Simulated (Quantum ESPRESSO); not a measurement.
# Kohn-Sham bands of Al$_{3}$Os$_{2}$ (I4/mmm)

```
CELL_PARAMETERS angstrom
      0.00000    -3.10848     0.00000
      3.10848     0.00000     0.00000
     -1.55424     1.55424     7.07045
ATOMIC_POSITIONS crystal
  Al 0.00000 0.00000 0.00000
  Al 0.19577 0.19577 0.39154
  Al 0.80423 0.80423 0.60846
  Os 0.39264 0.39264 0.78528
  Os 0.60736 0.60736 0.21472
```

Cell from Materials Project (mp-16521), symmetrised, no further relaxation. Not found in the COD (Crystallography Open Database) copy used; not checked further. Method: PBEsol plane waves in Quantum ESPRESSO 7.5 (PseudoDojo norm-conserving files, 60 Ry, no spin polarisation, no spin-orbit coupling), Bloch states on a 4×4×4 mesh through Γ, Wannier90 4.0.1. Density: 14×14×14 mesh, cold smearing 0.01 Ry. Spin-orbit coupling is left out although heavy elements are present.

**Question.** List the Kohn-Sham levels between −8 and 3.0 eV relative to the Fermi level at the high-symmetry points, as a band run of pw.x on that density gives them (levels within 2 meV counted together).

**Answer.** 
| point | k (reciprocal lattice) | levels (eV) |
|---|---|---|
| Γ | 0.000 0.000 0.000 | -7.66, -4.07, -3.83, -3.55, -1.48, -1.40 (×2), -0.84 (×2), -0.01, 0.18 |
| X | -0.500 0.500 0.000 | -6.63, -5.93, -5.03, -4.45, -4.28, -3.63, -2.76, -2.43, -2.16, -0.86, 0.33, 0.71, 1.65, 1.67, 1.73, 2.55 |
| P | -0.500 0.500 0.250 | -6.62, -5.94, -4.86 (×2), -3.59 (×2), -3.58, -2.28, -1.52 (×2), 0.59, 1.23 (×2), 1.67, 1.73, 2.17 |
| N | 0.000 0.500 0.000 | -7.30, -6.86, -6.29, -5.50, -4.59, -2.91, -2.36, -2.23, -2.10, -1.83, -1.70, -1.06, -0.15, 1.83, 1.89 |
| M | 0.000 0.000 0.500 | -5.86, -4.41, -3.95, -3.41, -2.03, -1.71 (×2), -0.31 (×2), 0.02, 0.15, 2.68 |
| S | 0.000 0.476 0.262 | -7.14, -7.13, -6.28, -5.57, -4.40, -2.89, -2.55, -2.09, -1.91, -1.87, -1.82, -1.08, -0.14, 1.85, 1.88 |
| S_0 | 0.000 0.524 -0.262 | -7.14, -7.13, -6.28, -5.57, -4.40, -2.89, -2.55, -2.09, -1.91, -1.87, -1.82, -1.08, -0.14, 1.85, 1.88 |
| R | -0.476 0.524 -0.024 | -6.62, -5.94, -5.01, -4.50, -4.33, -3.60, -2.76, -2.43, -2.11, -0.93, 0.35, 0.64, 1.26, 1.65, 2.14, 2.60 |
| G | -0.476 0.476 0.500 | -6.62, -5.94, -5.01, -4.50, -4.33, -3.60, -2.76, -2.43, -2.11, -0.93, 0.35, 0.64, 1.26, 1.65, 2.14, 2.60 |
